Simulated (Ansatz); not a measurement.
Piezoelectric films for bulk acoustic wave filters

Plane-wave DFT in Ansatz, LDA, scalar-relativistic PAW potentials, cutoff 420 eV, no spin-orbit coupling; no spin polarisation. Relaxed polar crystals, polar axis along z; elastic and piezoelectric constants with ions relaxed at zero field, permittivity at fixed strain.

| crystal | atoms in primitive cell | e33, size (C/m²) | C33 (GPa) | ε33 | density (kg/m³) |
| --- | --- | --- | --- | --- | --- |
| AlN (P6_3mc) | 4 | 1.671 | 369.9 | 9.53 | 3333 |
| CdS (P6_3mc) | 4 | 0.436 | 104.2 | 9.94 | 5029 |
| GaN (P6_3mc) | 4 | 0.820 | 409.4 | 10.78 | 6290 |
| ZnO (P6_3mc) | 4 | 1.330 | 238.3 | 10.20 | 5963 |

Task: Give the thickness-mode coupling, the sound velocity along z and the film thickness for 5 GHz.

Result: The field stiffens the wave: C^D = C33 + e33²/(ε33 ε₀), k_t² = e33²/(ε33 ε₀ C^D), v = √(C^D/ρ), ε₀ = 8.854×10⁻¹² F/m, and a free plate has its parallel resonance (open circuit) at t = v/2f.
| crystal | C^D (GPa) | k_t² (%) | v (m/s) | t (nm) |
| --- | --- | --- | --- | --- |
| AlN (P6_3mc) | 403.0 | 8.22 | 10996 | 1100 |
| ZnO (P6_3mc) | 257.9 | 7.59 | 6576 | 658 |
| CdS (P6_3mc) | 106.3 | 2.04 | 4598 | 460 |
| GaN (P6_3mc) | 416.5 | 1.69 | 8137 | 814 |

AlN (P6_3mc) couples most, with the largest e33 as well. The series resonance lies below the parallel one by a share of about 4k_t²/π², 3.3 % for AlN (P6_3mc), and that spacing sets a filter's bandwidth. Measured AlN films reach a k_t² of about 6.5 %. An e33 under 0.5 C/m², as in CdS (P6_3mc), is often what is left of a clamped-ion and an internal-strain part of opposite sign, so k_t², which goes as its square, can be off twofold or more there. Electrodes add mass, so a real film is thinner for the same frequency; losses, leakage and the temperature drift weren't computed.

Cost: about 100 core-minutes for the runs cited, on Intel Xeon Processor @ 2.50GHz (Skylake/Cascade Lake), Intel Xeon Platinum 8259CL (Skylake/Cascade Lake), Intel Xeon 6975P-C (Granite Rapids) (shared hosts).